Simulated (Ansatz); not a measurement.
Problem. Name crystals whose computed values (PBEsol in the plane-wave PAW code Ansatz) fall in these windows: B₀ by P(V) fit (GPa) 56 to 70; highest Γ mode, no LO–TO term (cm⁻¹) 160 to 230.

Solution. 

| crystal | B₀ by P(V) fit (GPa) | highest Γ mode, no LO–TO term (cm⁻¹) |
|---|---|---|
| Ga, P2_1/m (Ga on 2e) | 60.7 | 192 |
| In2Ag, I4/mcm (In on 8h, Ag on 4a) | 66.8 | 186 |
| ScBi, rock salt | 64.4 | 196 |
| ZnCdSe2, P-4m2 (Zn on 1c, Cd on 1a, Se on 2g) | 57.9 | 202 |
| Te2Pd, P-3m1 (Te on 2d, Pd on 1a) | 66.1 | 184 |
Others may fit too.

Not the usual ambient phase: Ga, P2_1/m (Ga on 2e). Standing as an ambient phase not checked: In2Ag, I4/mcm (In on 8h, Ag on 4a); ScBi, rock salt; ZnCdSe2, P-4m2 (Zn on 1c, Cd on 1a, Se on 2g); Te2Pd, P-3m1 (Te on 2d, Pd on 1a). Perhaps ordered models of mixed-site phases: ScBi, rock salt. All cells were relaxed under the symmetry of their starts (and spin orders); stability against distortions was not tested throughout. Rows with no word on spin ran without spin polarisation. Spin–orbit coupling is left out wherever it is not named.

Potentials: the later of the program's two PAW sets.
